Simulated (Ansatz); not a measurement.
SiO₂ (alpha-quartz type, space group P3_121)

```
SiO2
1.0
    5.02210     0.00000     0.00000
   -2.51105     4.34927     0.00000
    0.00000     0.00000     5.51028
Si O
3 6
Direct
  0.47672   0.00000   0.33333
  0.00000   0.47672   0.66667
  0.52328   0.52328   0.00000
  0.41453   0.25539   0.20512
  0.74461   0.15915   0.53845
  0.84085   0.58547   0.87179
  0.15915   0.74461   0.46155
  0.25539   0.41453   0.79488
  0.58547   0.84085   0.12821
```

The atoms are displaced by Q × the pattern below (from a DFPT mode at Γ, largest move 1; Q in Å), at fixed cell. It is one choice among 2 degenerate patterns.

```
atom       x       y       z
----  ------  ------  ------
Si1   -0.016   0.000   0.000
Si2    0.097   0.065   0.300
Si3    0.097  -0.065  -0.300
O4     0.344  -0.021  -0.367
O5    -0.636   0.305   0.319
O6     0.136   0.990   0.047
O7     0.344   0.021   0.367
O8     0.136  -0.990  -0.047
O9    -0.636  -0.305  -0.319
```

The numbers are results of PBE (plane waves to 420 eV, PAW, scalar-relativistic; Ansatz, a first-principles code), not measurements. k mesh 8×8×6 (Γ-centred), Fermi-Dirac smearing 0.05 eV. The energy includes the smearing's −TS. SiO2 was relaxed with its symmetry unable to fall. The zero of ΔE is the undisplaced structure.

Q: Estimate the ΔE (meV/cell) for Q (Å) = -0.180, -0.150, -0.120, -0.090, -0.030, 0.060, 0.120, 0.180.

A: 
| Q (Å) | ΔE (meV/cell) |
|---|---|
| -0.180 | 228.7 |
| -0.150 | 158.8 |
| -0.120 | 101.8 |
| -0.090 | 57.4 |
| -0.030 | 6.4 |
| 0.060 | 26.4 |
| 0.120 | 108.0 |
| 0.180 | 249.4 |

(A displaced cell: forces are minus the slopes of the energy, force constants its curvatures, and phonons follow from these.)
